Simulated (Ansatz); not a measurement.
Relaxed-ion elastic tensor of AlMo₂N in space group P6_3/mmc (No. 194; Al on 2d, Mo on 4f, N on 2a) in GPa (Voigt order), the program Ansatz at the r²SCAN level (PAW); density 7.60 g/cm³, 12.71 Å³ per atom.

```csv
,1,2,3,4,5,6
1,307,260,148,0.0,0.0,0.0
2,260,307,148,0.0,0.0,0.0
3,148,148,461,0.0,0.0,0.0
4,0.0,0.0,0.0,60.9,0.0,0.0
5,0.0,0.0,0.0,0.0,60.9,0.0
6,0.0,0.0,0.0,0.0,0.0,23.7
```

Is the crystal mechanically stable?

Yes: the smallest eigenvalue of C is 23.7 GPa.

Work out the Voigt, Reuss and Hill averages.

K_V = 243, K_R = 243, K_H = 243; G_V = 63.7, G_R = 40.3, G_H = 52.0 GPa.

Give Young's modulus, Poisson's ratio, Pugh's ratio and the universal anisotropy index.

E = 9KG/(3K + G) = 146 GPa; ν = 0.40; K/G = 4.67 (ductile by the Pugh limit of 1.75); A_U = 5G_V/G_R + K_V/K_R − 6 = 2.91.

Estimate the sound speeds and the Debye temperature.

v_l = √((K + 4G/3)/ρ) = 6410 m/s, v_t = √(G/ρ) = 2610 m/s, mean 2960 m/s; Θ = (h/k)(3n/4πV)^(1/3) v_m = 378 K.

Solve the Christoffel equation for the three sound speeds along x, y, z.

Eigenvalues of C_ijkl n_j n_l equal ρv². In km/s, slowest first: x 1.76, 2.83, 6.36; y 1.76, 2.83, 6.36; z 2.83, 2.83, 7.78.

How much does each axis shrink under pressure?

Linear compressibilities β_i = Σ_j S_ij (j = 1 to 3): x 1.4, y 1.4, z 1.2 per TPa.

The start of the workflow was typed in or built on a structure type; neither database checked (COD, Materials Project) lists it. Whether it is the stable phase at ambient conditions was not checked. The r²SCAN relaxation kept the symmetry of its start; its stability against distortions is not shown here. The workflow began spin-polarised and lost its moments. As this level gives no gap, shear constants depend on the k-mesh and smearing (Fermi–Dirac, 0.1 eV here). On the denser mesh and wider smearing of the elastic run this cell carries a stress of 0.6 GPa.

Potentials: the earlier of the program's two PAW sets.
